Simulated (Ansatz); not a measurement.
# YCl: frozen-core PAW against all-electron methods

```
Y Cl
1.0
     1.87615    1.08320    8.99150
    -1.87615    1.08320    8.99150
     0.00000   -2.16639    8.99150
Y Cl
2 2
Direct
  0.21683 0.21683 0.21683
  0.78317 0.78317 0.78317
  0.38830 0.38830 0.38830
  0.61170 0.61170 0.61170
```

Atom numbers follow the list: Y1, Y2, Cl3, Cl4.

The conventional cell has a = 3.752 Å, b = 3.752 Å, c = 26.974 Å, α = 90.00°, β = 90.00°, γ = 120.00°. Y (atom 1) has 3 Cl at 2.73 Å as nearest neighbours. Cl (atom 3) has 3 Y at 2.73 Å as nearest neighbours.

The cell comes from COD entry 4344519, which wasn't checked; take it as a given geometry. The listed cell was then made from it by scaling, straining or moving an atom.

Levels of theory: DFT, PBEsol, PAW with Ansatz's default frozen-core files, scalar-relativistic (Ansatz 0.2.0); DFT, PBEsol, all-electron PAW with datasets made for the crystal, scalar-relativistic (Ansatz 0.2.0); DFT, PBEsol, all-electron LAPW, scalar-relativistic (Ansatz 0.2.0).

For PAW: a Γ-centred 8×8×8 k mesh, Fermi–Dirac smearing of 0.02 eV, cutoff 420 eV, no spin polarisation; the PAW files were made with PBE, and the program remakes their frozen cores for this functional. The crystal-made all-electron datasets (AE datasets) take a cutoff of 220 eV at this cell. LAPW targets a basis error of 1 meV/atom. The Ansatz runs share mesh, smearing and spin set-up. Plane-wave (PAW) pressures include the program's estimate of the Pulay term.

Stress and pressure are positive in compression.

No spin–orbit coupling: at heavy atoms the gradients can be off by tens of per cent for that reason.

In a metal, gradients converge slowly with the k mesh: the values move by tens of per cent from one mesh to another, at times in sign, so only the comparison on one mesh counts.

| quantity | PAW | AE datasets | LAPW |
| --- | --- | --- | --- |
| pressure (GPa) | 0.36 | 0.37 | 0.37 |
| stress xx (GPa) | -0.70 | -0.70 | -0.70 |
| stress zz (GPa) | 2.50 | 2.51 | 2.50 |
| force on Y1, z (eV/Å) | 0.203 | 0.201 | 0.202 |
| force on Cl3, z (eV/Å) | -0.119 | -0.121 | -0.120 |
| largest principal field gradient Vzz at Y1 (10²¹ V/m²) | -3.17 | -3.13 | – |
| largest principal field gradient Vzz at Cl3 (10²¹ V/m²) | -0.74 | -0.74 | – |
